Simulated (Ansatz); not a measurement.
**NaVSe$_{3}$: modes against the lattice constant**

Computed with DFT PBE, scalar-relativistic, plane waves, PAW in Ansatz. Settings: 420 eV plane-wave cutoff, Γ-centred 8×8×8 mesh, Fermi-Dirac smearing of 0.15 eV. No spin polarisation. Phonons by linear response, acoustic sum rule imposed.

The cell is fixed (symmetry leaves no force on the atoms) and stands under 10.4 GPa:
```cif
data_structure
_symmetry_space_group_name_H-M 'P 1'
_symmetry_Int_Tables_number 1
_cell_length_a 4.6885
_cell_length_b 4.6885
_cell_length_c 4.6885
_cell_angle_alpha 90.000
_cell_angle_beta 90.000
_cell_angle_gamma 90.000
_cell_volume 103.06
loop_
_atom_site_label
_atom_site_type_symbol
_atom_site_fract_x
_atom_site_fract_y
_atom_site_fract_z
_atom_site_occupancy
Na1 Na 0.00000 0.00000 0.00000 1
V1 V 0.50000 0.50000 0.50000 1
Se1 Se 0.50000 0.50000 0.00000 1
Se2 Se 0.50000 0.00000 0.50000 1
Se3 Se 0.00000 0.50000 0.50000 1
```

Its imaginary modes show that this cell, the ideal cubic perovskite prototype, isn't a minimum of the energy. In a metal, frequencies and elastic constants depend on the k mesh and the smearing, soft modes and shear constants most. A semilocal functional can close a gap that the real compound has.

How do the optical zone-centre modes (counted from the lowest optical one, degenerate ones once; i marks imaginary ones) of this metal change over a = 4.689 and 4.837 Å?

Results:

```tsv
a (Å)	4.689	4.837
pressure (GPa)	10.4	2.6
mode 1 (cm⁻¹)	105i	115i
mode 4 (cm⁻¹)	≈0	24
mode 7 (cm⁻¹)	85	52
mode 10 (cm⁻¹)	310	231
```

Cost: 2 runs of about 4 core-minutes in all, on AMD EPYC 9R45 (Zen 5) (shared hosts).